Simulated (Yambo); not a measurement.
A G0W0@PBEsol run in Yambo for Na3Sb (space group P6_3/mmc, No. 194) (3×3×1 Γ-centred k mesh, bands 7 to 252 and a 6 Ry block in the screening, 252 bands in G with the Bruneval-Gonze terminator, plasmon pole fitted at 27.2 eV) gives these matrix elements, in eV, at the band edges (Γ → Γ):

```json
[
 {"state": "valence edge", "E0": "0.000", "<Vxc>": "-10.228", "<Σx>": "-12.478", "<Σc(E0)>": "1.254", "Z": "0.760"},
 {"state": "conduction edge", "E0": "0.411", "<Vxc>": "-7.896", "<Σx>": "-4.797", "<Σc(E0)>": "-3.123", "Z": "0.781"}
]
```

Q: Solve the linearised quasiparticle equation for both states, give the gap, and say how exchange and correlation each act on it.

A: E = E0 + Z(Σx + Σc − Vxc). Valence: 0.000 + 0.760 × (-12.478 + (1.254) − (-10.228)) = -0.76 eV. Conduction: 0.411 + 0.781 × (-4.797 + (-3.123) − (-7.896)) = 0.39 eV. The gap is 1.15 eV, against 0.41 eV in PBEsol. Replacing Vxc by bare exchange alone would open it by 5.35 eV; correlation takes back 4.38 eV of that, and Z scales what is left. Nearest settings tried, and what they do to the gap: 199 bands in W, 199 bands in G: -2 meV; 5 Ry block (325 vectors against 387): -10 meV; 3×3×2 mesh: +75 meV. So the settings aren't converged at that level. The k mesh is coarse. Without spin-orbit coupling, band edges of such heavy elements can be off by tenths of an eV.

The standard potential for Sb keeps a d shell in the valence without the s and p states of that shell. In tests on such compounds this moved G0W0 gaps by up to about 0.9 eV, so absolute quasiparticle energies here are unreliable; differences between settings are what counts.

Geometry of the Materials Project entry, not relaxed at this level; primitive cell a = 5.321 Å, b = 5.321 Å, c = 9.470 Å, α = 90.00°, β = 90.00°, γ = 120.00°.
